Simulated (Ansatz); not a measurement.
Ge$_{2}$Mo:
```
Ge2Mo
1.0
    0.00000     4.33913     4.42626
    2.39214     0.00000     4.42626
    2.39214     4.33913     0.00000
Ge Mo
4 2
Cartesian
  1.19607   2.16956   0.78872
  1.19607   2.16956   3.63754
  2.39214   4.33913   1.42441
  2.39214   4.33913   7.42811
  3.58821   6.50869   6.63939
  2.39214   4.33913   4.42626
```

Relaxed with r²SCAN. Special points in fractions of this cell's reciprocal vectors: Γ (0.000, 0.000, 0.000); Y (0.500, 0.000, 0.500); T (1.000, 0.500, 0.500); Z (0.500, 0.500, 0.000); Σ0 (0.000, 0.399, 0.399); U0 (1.000, 0.601, 0.601); C0 (0.500, 0.247, 0.747); A0 (0.500, 0.753, 0.253); L (0.500, 0.500, 0.500).

**Question.** List the band energies nearest the Fermi level at these points for DFT-r²SCAN in the program Ansatz with PAW potentials.

**Answer.** In eV from the Fermi level; about four levels below and three above (degenerate sets whole), none deeper than 8.9 eV; points with the same levels are listed once.

```
k                     below                above
--  -----------------------  -------------------
Γ   -3.59 -2.91 -2.81 -2.79       0.14 1.15 2.07
Y   -2.38 -2.38 -1.04 -1.04  1.87 1.87 2.05 2.05
T   -2.74 -2.74 -1.05 -1.05  0.75 0.75 1.21 1.21
Z   -3.25 -3.25 -0.88 -0.88  1.59 1.59 2.04 2.04
Σ0  -2.01 -1.52 -1.22 -1.01       0.43 1.04 1.05
C0  -3.06 -3.06 -0.47 -0.47  0.79 0.79 1.17 1.17
L   -2.04 -1.70 -0.90 -0.22       0.16 0.72 1.20
```

Space group Fddd. A made-up cell: these elements were put on the sites of a structure type; neither database checked (COD, Materials Project) lists it. COD files the formula under space group No. 62. Whether it is the stable phase at ambient conditions was not checked. The cell was relaxed with r²SCAN under the symmetry of its start; whether a distortion lowers the energy is not shown. The run is not spin-polarised. Spin–orbit coupling is left out wherever it is not named.

Potentials: the later of the program's two PAW sets.
